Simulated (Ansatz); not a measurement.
The cell below belongs to a search over invented structures; it isn't taken from experiment.

Input and command of a plane-wave DFT calculation in Ansatz:

```yaml
crystal:
  lattice:
    - [0.0, 5.2180032029, 5.2180032029]
    - [5.2180032029, 0.0, 5.2180032029]
    - [5.2180032029, 5.2180032029, 0.0]
  atoms:
    - { symbol: V, position: [0.0, 0.0, 0.0], spin: 1.15 }
    - { symbol: Ni, position: [0.5, 0.5, 0.5], spin: 1.28 }
    - { symbol: C, position: [0.8008343414, 0.1991656586, 0.1991656586] }
    - { symbol: C, position: [0.1991656586, 0.8008343414, 0.1991656586] }
    - { symbol: C, position: [0.1991656586, 0.1991656586, 0.8008343414] }
    - { symbol: C, position: [0.1991656586, 0.8008343414, 0.8008343414] }
    - { symbol: C, position: [0.8008343414, 0.1991656586, 0.8008343414] }
    - { symbol: C, position: [0.8008343414, 0.8008343414, 0.1991656586] }
    - { symbol: "N", position: [0.689071247, 0.310928753, 0.310928753] }
    - { symbol: "N", position: [0.310928753, 0.689071247, 0.310928753] }
    - { symbol: "N", position: [0.310928753, 0.310928753, 0.689071247] }
    - { symbol: "N", position: [0.310928753, 0.689071247, 0.689071247] }
    - { symbol: "N", position: [0.689071247, 0.310928753, 0.689071247] }
    - { symbol: "N", position: [0.689071247, 0.689071247, 0.310928753] }
basis:
  ecutwfc: 420
kpoints:
  mp_grid: { grid: [6, 6, 6] }
hamiltonian:
  xc: pbe
scf:
  occupations: { method: gaussian, width: 0.1 }
output:
  forces: true
  stress: true
  eigenvalues: true
  populations: true
  write_density: true
  write_potential: true
  elf: true
  volumetric_format: npy
magnetization:
  spin_polarized: true
relax:
  adjacent_minimum: "off"
  f_tol: 0.01
  max_steps: 80
  cell: { stress_tol: 0.05 }
```

```bash
ansatz run input.yaml --threads 1 --pin off --max-ram 2560MiB --backend cpu --events-out ev --progress --plain --runs-dir out
```

Processor: Intel(R) Xeon(R) 6975P-C (Granite Rapids), 1 thread, on a host shared with other jobs.

Estimate time, memory and problem size.

About 2.5 min, peak memory 1 GiB. It solves 58 bands at 16 k points (after reduction by symmetry) with about 5601 plane waves (on the last cell), in 82 SCF iterations over 5 ionic steps.
